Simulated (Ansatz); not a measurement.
**CoC₄N₆: what a change does to the field gradients**

Base: a COD entry whose atoms were relaxed with PBE, the cell held.

```xyz
22
Lattice="5.9748 0.0000 0.0000 0.0000 7.0433 0.0000 0.0000 0.0000 7.4039" Properties=species:S:1:pos:R:3 pbc="T T T"
Co    0.0000    0.0000    0.0000
Co    2.9874    3.5217    3.7020
C     1.4815    5.9171    4.8376
C     4.4933    1.1262    4.8376
C     1.5059    2.3954    6.2683
C     4.4689    4.6479    6.2683
C     4.4933    1.1262    2.5663
C     1.4815    5.9171    2.5663
C     4.4689    4.6479    1.1356
C     1.5059    2.3954    1.1356
N     1.1780    6.3076    5.8987
N     4.7968    0.7357    5.8987
N     1.8094    2.7860    5.2072
N     4.1654    4.2573    5.2072
N     4.7968    0.7357    1.5052
N     1.1780    6.3076    1.5052
N     4.1654    4.2573    2.1967
N     1.8094    2.7860    2.1967
N     1.1075    1.8770    0.0000
N     4.8673    5.1663    0.0000
N     1.8799    5.3986    3.7020
N     4.0949    1.6447    3.7020
```

Atoms are numbered from 1 in the order listed; like atoms form one site, named after its first atom.

The numbers come from a DFT calculation in Ansatz (PBE, plane waves and PAW, scalar-relativistic, collinear spin, 420 eV cutoff, Γ-centred 5×4×4 k-points, Fermi–Dirac smearing 0.02 eV). Start moments as typed (μB): 3 on each Co, none on the rest.

Gradients in 10²¹ V/m²:

```json
{"site": "Co", "atoms": "1, 2", "V_zz base": "13.46", "η base": "0.99", "V_zz variant": "13.59", "η variant": "0.99"}
{"site": "C", "atoms": "3, 4, 5, 6, 7, …", "V_zz base": "-1.92", "η base": "0.05", "V_zz variant": "-1.91", "η variant": "0.05"}
{"site": "N11", "atoms": "11, 12, 13, 14, 15, …", "V_zz base": "2.82", "η base": "0.97", "V_zz variant": "2.81", "η variant": "0.98"}
{"site": "N19", "atoms": "19, 20, 21, 22", "V_zz base": "7.56", "η base": "0.71", "V_zz variant": "7.53", "η variant": "0.70"}
```

Problem. Which change was made?
A. x compressed by 2 %, ions at fixed fractional positions
B. volume scaled by 0.99, ions at fixed fractional positions
C. atom 17 (N) moved by 0.15 Å along (-0.147, -0.026, 0.010) Å

Solution. A. The largest change of V_zz is on Co, from 13.46 to 13.59. In per cent, |V_zz| changes by +1 on Co, 0 on C, 0 on N (all sites that start above 0.5).

With these PAW files V_zz is typically within 2 to 3 % of all-electron values, but misses above 10 % occur on Co. With a gap of 0.2 eV on this mesh, the gradients can still move by some per cent as the k-mesh gets denser. All moments are parallel here, as the start or the cell imposes; many such compounds order antiparallel, where fields and spin densities carried over to other atoms largely cancel. The magnetic order is the one that the run reached from its start moments, not necessarily the measured one.
